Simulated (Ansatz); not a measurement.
A distorted cell of AlRu (CsCl type):

```xyz
4
Lattice="5.9650 0.0000 0.0000 0.0000 2.9825 0.0000 0.0000 0.0000 2.9825" Properties=species:S:1:pos:R:3 pbc="T T T"
Al     0.1400     0.0000     0.0000
Al     2.8425     0.0000     0.0000
Ru     1.4913     1.4913     1.4913
Ru     4.4738     1.4913     1.4913
```

All values below come from r2SCAN (plane waves to 500 eV, PAW, scalar-relativistic; Ansatz, an electronic-structure program). k mesh 8×16×16 (Γ-centred), Fermi-Dirac smearing 0.05 eV. Stress and pressure are positive under compression. With partly filled bands, energies and forces of such displacements shift with the k mesh and the smearing. AlRu is run without spin polarisation. AlRu was relaxed with its symmetry unable to fall.

What forces act on the atoms (eV/Å, Cartesian)?


| atom | Fx | Fy | Fz |
|---|---|---|---|
| Al1 | -1.712 | 0.000 | 0.000 |
| Al2 | 1.712 | 0.000 | 0.000 |
| Ru3 | 0.000 | 0.000 | 0.000 |
| Ru4 | 0.000 | 0.000 | 0.000 |

Give the stress tensor in GPa and the pressure.


```
    3.2      0.0      0.0
    0.0      1.5      0.0
    0.0      0.0      1.5
```
The pressure, a third of the trace, is 2.1 GPa.

(A displaced cell: forces are minus the slopes of the energy, force constants its curvatures, and phonons follow from these.)
